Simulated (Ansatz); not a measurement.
Given:

BeNi:
```xyz
2
Lattice="2.5882 0.0000 0.0000 0.0000 2.5882 0.0000 0.0000 0.0000 2.5882" Properties=species:S:1:pos:R:3 pbc="T T T"
Be     0.0000     0.0000     0.0000
Ni     1.2941     1.2941     1.2941
```

This is the r²SCAN-relaxed structure.

**Question.** All from the program Ansatz at the r²SCAN level (PAW), unless another level is named. Give the highest zone-centre frequency.

**Answer.** 503 cm⁻¹.

**Question.** Give the bulk modulus (Birch–Murnaghan fit).

**Answer.** 197 GPa.

Space group Pm-3m (CsCl type). The first step of the workflow began from a Materials Project structure, measured or hypothetical; the Crystallography Open Database copy checked does not list it. With Be and Ni taken as one species the cell has the higher symmetry Im-3m, so it may be an ordered model of a mixed-site phase. Its standing as an ambient phase is unchecked. The r²SCAN relaxation kept the symmetry of its start; of distortions, only those at the zone centre were tested. No spin polarisation was allowed. As this level gives no gap, phonon frequencies hold no LO–TO term and depend on the k-mesh and smearing (Fermi–Dirac, 0.1 eV here).

Potentials: the later of the program's two PAW sets.
